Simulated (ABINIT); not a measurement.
**BiTe and the effect of spin-orbit coupling**

```cif
data_structure
_symmetry_space_group_name_H-M 'P 1'
_symmetry_Int_Tables_number 1
_cell_length_a 4.3394
_cell_length_b 4.3394
_cell_length_c 4.3394
_cell_angle_alpha 67.877
_cell_angle_beta 67.877
_cell_angle_gamma 67.877
_cell_volume 67.45
loop_
_atom_site_label
_atom_site_type_symbol
_atom_site_fract_x
_atom_site_fract_y
_atom_site_fract_z
_atom_site_occupancy
Bi1 Bi 0.50000 0.50000 0.50000 1
Te1 Te 0.00000 0.00000 0.00000 1
```

The cell comes from a database or a generator and needn't be the stable form of this composition.

Kept alike: task band structure; functional PBE; k mesh 7 × 7 × 7; occupations fermi-dirac, width 0.05 eV. Program: ABINIT, JTH PAW PBE v2.0, cutoff 599 eV. The mesh is that of the run's cell of 2 atoms.

| spin-orbit coupling | pressure (GPa) |
| --- | --- |
| off | 0.08 |
| on | 1.07 |

Pressure is positive in compression; the values hold the error of the finite cutoff, so their zero can differ a little from the energy's minimum. For a metal such a mesh leaves the last digits unconverged.

Q: What does spin-orbit coupling change here?

A: The pressure runs from 0.08 (off) to 1.07 GPa (on).
